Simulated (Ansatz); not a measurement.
CsNb(PO4)2 (space group C2/m)

```
CELL_PARAMETERS angstrom
      4.40326    -2.62934     0.00000
      4.40326     2.62934     0.00000
     -0.45622     0.00000     8.79422
ATOMIC_POSITIONS crystal
  Cs 0.00000 0.00000 0.00000
  Nb 0.00000 0.00000 0.50000
  P  0.35366 0.35366 0.69510
  P  0.64634 0.64634 0.30490
  O  0.31587 0.78974 0.35241
  O  0.68413 0.21026 0.64759
  O  0.21026 0.68413 0.64759
  O  0.78974 0.31587 0.35241
  O  0.79337 0.79337 0.41320
  O  0.20663 0.20663 0.58680
  O  0.67784 0.67784 0.14073
  O  0.32216 0.32216 0.85927
```

The slice is a (101) plane (indices of the conventional cell) through the point (0.000, 0.000, 0.500) (fractional), spanned by u = [1 -1 0] and v = [1 1 -1] in vectors of this cell: u (5.26 Å) and v (12.77 Å, at 90° to u). It covers one period; positions are fractions (u, v).

These are PBEsol (plane waves to 420 eV, PAW, scalar-relativistic; Ansatz, an electronic-structure program) values and carry that method's errors. k mesh 6×6×3. Inside the PAW spheres the values are not all-electron values, and peaks at nuclei hang on which shells count as valence. CsNb(PO4)2 is run without spin polarisation. CsNb(PO4)2 was relaxed with its symmetry unable to fall.

Q: Predict the map of the electrostatic potential energy of an electron, from the cell's mean on the slice.

A: 
```
|x00168886100|
|000004340000|
|130x00000x03|
|776100x00167|
|99840xxx0489|
|998600000689|
|999851015899|
|999998789999|
|999999999999|
|999988888999|
|998763236789|
|998500000589|
|997200x00279|
|99710xxx0179|
|997200x00279|
|998500000589|
|998763236789|
|999988888999|
|999999999999|
|999998789999|
|999851015899|
|998600000689|
|99840xxx0489|
|776100x00167|
|130x00000x03|
|000004340000|
|x00168886100|
|xx007888700x|
```
Scale: ten equal steps from -1.00 (start of '0') to 7.43 (end of '9'), in the order '0123456789'. Values: electrostatic potential energy of an electron, from the cell's mean, in eV. The map has 12 points along u (one character each, u = 0 at the left) and 28 along v (v = 0 in the bottom row). Points within 0.6 Å of a nucleus are blanked (x), as the pseudised field means little there. Values under -1 eV are set to -1. The zero, the cell's mean, hangs on the PAW cores.
